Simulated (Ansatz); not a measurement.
Relaxed-ion elastic tensor of SrTiO3 in space group I4/mcm (No. 140; Sr on 4b, Ti on 4c, O on 8h, O on 4a) in GPa (Voigt order), LDA in the plane-wave PAW code Ansatz; density 5.34 g/cm³, 11.42 Å³ per atom.

```
 341   104   130   0.0   0.0   0.0
 104   341   130   0.0   0.0   0.0
 130   130   375   0.0   0.0   0.0
 0.0   0.0   0.0  87.4   0.0   0.0
 0.0   0.0   0.0   0.0  87.4   0.0
 0.0   0.0   0.0   0.0   0.0   132
```

**Question.** Is the crystal mechanically stable?

**Answer.** Yes: the smallest eigenvalue of C is 87.4 GPa.

**Question.** Work out the Voigt, Reuss and Hill averages.

**Answer.** K_V = 198, K_R = 197, K_H = 198; G_V = 108, G_R = 105, G_H = 106 GPa.

**Question.** Give Young's modulus, Poisson's ratio, Pugh's ratio and the universal anisotropy index.

**Answer.** E = 9KG/(3K + G) = 270 GPa; ν = 0.27; K/G = 1.87 (ductile by the Pugh limit of 1.75); A_U = 5G_V/G_R + K_V/K_R − 6 = 0.15.

**Question.** Estimate the sound speeds and the Debye temperature.

**Answer.** v_l = √((K + 4G/3)/ρ) = 7970 m/s, v_t = √(G/ρ) = 4460 m/s, mean 4960 m/s; Θ = (h/k)(3n/4πV)^(1/3) v_m = 656 K.

**Question.** How much does each axis shrink under pressure?

**Answer.** Linear compressibilities β_i = Σ_j S_ij (j = 1 to 3): x 1.8, y 1.8, z 1.4 per TPa.

The workflow started from a Materials Project entry (that database holds measured and hypothetical structures alike); the Crystallography Open Database files this formula in space group No. 140, but the cells were not matched. It is not the phase usual at ambient conditions (space group No. 221). The cell was relaxed with LDA under the symmetry of its start; whether a distortion lowers the energy is not shown. No spin polarisation was allowed.

Potentials: the later of the program's two PAW sets.
